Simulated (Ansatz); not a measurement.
# Data sheet: NbCo2 (DFT)

NbCo$_{2}$:
```yaml
crystal:
  lattice:
    - [4.71109, 0.00000, 0.00000]
    - [-2.35555, 4.07993, 0.00000]
    - [0.00000, 0.00000, 7.65181]
  atoms:
    - { symbol: Nb, position: [0.33333, 0.66667, 0.43495] }
    - { symbol: Nb, position: [0.66667, 0.33333, 0.56505] }
    - { symbol: Nb, position: [0.66667, 0.33333, 0.93495] }
    - { symbol: Nb, position: [0.33333, 0.66667, 0.06505] }
    - { symbol: Co, position: [0.00000, 0.00000, 0.50000] }
    - { symbol: Co, position: [0.00000, 0.00000, 0.00000] }
    - { symbol: Co, position: [0.83171, 0.16829, 0.25000] }
    - { symbol: Co, position: [0.16829, 0.83171, 0.75000] }
    - { symbol: Co, position: [0.66342, 0.83171, 0.75000] }
    - { symbol: Co, position: [0.33658, 0.16829, 0.25000] }
    - { symbol: Co, position: [0.83171, 0.66342, 0.25000] }
    - { symbol: Co, position: [0.16829, 0.33658, 0.75000] }
```
The run is spin-polarised; directions of the spins, atom by atom: 0 0 0 0 ↑ ↑ ↑ ↑ ↑ ↑ ↑ ↑.

Space group P6_3/mmc (No. 194); conventional cell a = b = 4.7111 Å, c = 7.6518 Å, α = β = 90.00°, γ = 120.00°.

Method: the program Ansatz at the PBEsol level (PAW). Structure relaxed to zero pressure with the same functional. Other levels are named where they apply.

Cell and energy:

```
Property                                                       Value
-----------------------------------------------------  -------------
Volume per atom                                             12.26 Å³
Density                                                   9.52 g/cm³
Formation energy from the elements (no fitted shifts)  -196 meV/atom
```

Electronic structure:

```
Item                                                                       Result
------------------------------------  -------------------------------------------
Electronic character                                            metallic (no gap)
Density of states at the Fermi level  1.9 states/eV per atom (mean over ±0.08 eV)
```

Magnetism:

```
Quantity                  Result
--------------  ----------------
Magnetic order     ferromagnetic
Net moment      0.24 μB per atom
```

Mechanics:

```
Item                                  Value
----------------------------------  -------
Bulk modulus (Birch–Murnaghan fit)  247 GPa
Pressure derivative B′                  5.0
```

The workflow started from a Materials Project entry (that database holds measured and hypothetical structures alike); the Crystallography Open Database copy checked does not list it. COD files the formula under space group No. 227. Whether it is the stable phase at ambient conditions was not checked. The cell was relaxed with PBEsol under the symmetry of its start; its stability against distortions is not shown here. Magnetic state: ferromagnetic, chosen from 2 collinear starts compared on coarse meshes (ties went to the first, and starts can fall back to one state), not a proven ground state. Axis ratios of metals converge slowly with the k-mesh, so a and c are less sure than the volume. The references are the lowest solids computed at this level, not always the standard phases. Scalar-relativistic: spin–orbit coupling is off unless named, which matters more the heavier the elements.

Potentials: the later of the program's two PAW sets.
